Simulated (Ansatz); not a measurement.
InSb$_{3}$: a run of Ansatz with trial settings.

```yaml
crystal:
  lattice:
    - [4.8696159243, 0.0, 0.0]
    - [0.0, 4.8696159243, 0.0]
    - [0.0, 0.0, 4.8696159243]
  atoms:
    - { symbol: In, position: [0.0, 0.0, 0.0] }
    - { symbol: Sb, position: [0.5, 0.0, 0.5] }
    - { symbol: Sb, position: [0.0, 0.5, 0.5] }
    - { symbol: Sb, position: [0.5, 0.5, 0.0] }
basis:
  ecutwfc: 420
kpoints:
  mp_grid: { grid: [4, 4, 4] }
hamiltonian:
  xc: pbe
scf:
  occupations: { method: methfessel_paxton, width: "0.01 Ry" }
output:
  forces: true
  stress: true
  eigenvalues: true
```

Command:

```bash
ansatz run input.yaml --threads 1 --pin off --max-ram 1331MiB --backend cpu --events-out ev --progress --plain --runs-dir out
```

From the log (HF is the Harris–Foulkes energy, dr2 the density residual in eV):

```text
Pseudopotential: In, paw, valence charge 13, recommended cutoff 420 eV (normal)
Pseudopotential: Sb, paw, valence charge 15, recommended cutoff 420 eV (normal)
Crystal: 4 atoms, lattice volume = 115.474 Å³
Basis set: ecut = 420 eV, 2301 PW (Γ), exchange–correlation on 72×72×72 points (8 copies of the dense FFT grid, shifted against one another)
Bands: 35, of which v1, the nominal top of the filled ones, is band 29 counted from 1 (28 counted from 0)
Symmetry: 48 space group operations
Space group: Pm-3m (ITA 221), of the structure as read, at distance tolerance 4.9e-5 Å
k-points: 10 of 64
Initial density: superposition of atomic densities, corrected by the library's trained network
SCF iter   1: HF=-25050.561725 eV  Δρ=2.31e-3  dr2=1.54e-2
SCF iter   2: HF=-25050.554287 eV  S|Δr|=    0.00e0  Δρ=1.26e-3  dr2=3.86e-3
SCF iter   3: HF=-25050.552989 eV  S|Δr|=    0.00e0  Δρ=3.42e-4  dr2=1.92e-4
SCF iter   4: HF=-25050.552919 eV  S|Δr|=    0.00e0  Δρ=9.45e-5  dr2=1.53e-5
SCF iter   5: HF=-25050.552928 eV  S|Δr|=    0.00e0  Δρ=2.42e-5  dr2=9.38e-7
SCF iter   6: F=-25050.552928 eV  HF=-25050.552928 eV  S|Δr|=    0.00e0  Δρ=6.47e-6  dr2=3.94e-8
SCF 1 converged in 6 iterations: F = -25050.552928 eV  dr2 = 3.94e-8
SCF converged after 6 iterations
Stability not checked: this state was not tested for a lower state beside it, because cold or Methfessel-Paxton smearing, or corrected tetrahedra, fill the levels in a way that the test cannot read (fill_not_monotonic; see scf.lower_state_search)
Free energy (F): -25050.552928 eV
E sigma→0 (E₀):  -25050.553491 eV
Entropy (-TS):   0.002253 eV (0.563 meV/atom)
Fermi energy:    9.941435 eV
--- Forces (eV/Å), atoms counted from 1 ---
  atom   1  In    -0.00000000    -0.00000000    -0.00000000
  atom   2  Sb     0.00000000    -0.00000000    -0.00000000
  atom   3  Sb     0.00000000     0.00000000    -0.00000000
  atom   4  Sb     0.00000000    -0.00000000     0.00000000
--- Stress (GPa, compression-positive) ---
       -1.562239       0.000000       0.000000
       -0.000000      -1.562239       0.000000
        0.000000       0.000000      -1.562239
  P = ⅓ Tr σ = -1.5622 GPa (-15.622 kbar)
```

Settings here are deliberately varied, not converged.